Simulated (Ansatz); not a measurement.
Given:

NiTe2:
```cif
data_NiTe2
_chemical_formula_sum 'Ni1 Te2'
_space_group_name_H-M_alt 'P-3m1'
_space_group_IT_number 164
_space_group_name_Hall '-P 3 2"'
_cell_length_a 3.85756
_cell_length_b 3.85756
_cell_length_c 5.47075
_cell_angle_alpha 90.000
_cell_angle_beta 90.000
_cell_angle_gamma 120.000
loop_
_atom_site_label
_atom_site_type_symbol
_atom_site_symmetry_multiplicity
_atom_site_Wyckoff_symbol
_atom_site_fract_x
_atom_site_fract_y
_atom_site_fract_z
_atom_site_occupancy
Ni1 Ni 1 a 0.00000 0.00000 0.00000 1
Te1 Te 2 d 0.33333 0.66667 0.23788 1
```

This is the r²SCAN-relaxed structure.

Problem. All from r²SCAN (plane waves, PAW; program Ansatz), unless another level is named. Give the electronic character.

Solution. metallic (no gap).

Problem. And the density of states at the Fermi level?

Solution. 0.47 states/eV per atom (mean over ±0.08 eV).

Problem. What about the formation energy from the elements (no fitted shifts)?

Solution. -0.23 eV/atom.

The first step of the workflow began from a Materials Project structure, measured or hypothetical; the Crystallography Open Database files this formula in space group No. 164, but the cells were not matched. Its standing as an ambient phase is unchecked. Symmetry was held in the r²SCAN relaxation; its stability against distortions is not shown here. The run is not spin-polarised. A crystal of weakly bound layers computed without a dispersion correction: the cell and the soft elastic constants depend strongly on that. The references are the lowest solids computed at this level, not always the standard phases. Scalar-relativistic: spin–orbit coupling is off unless named, which matters more the heavier the elements.

Potentials: the later of the program's two PAW sets.
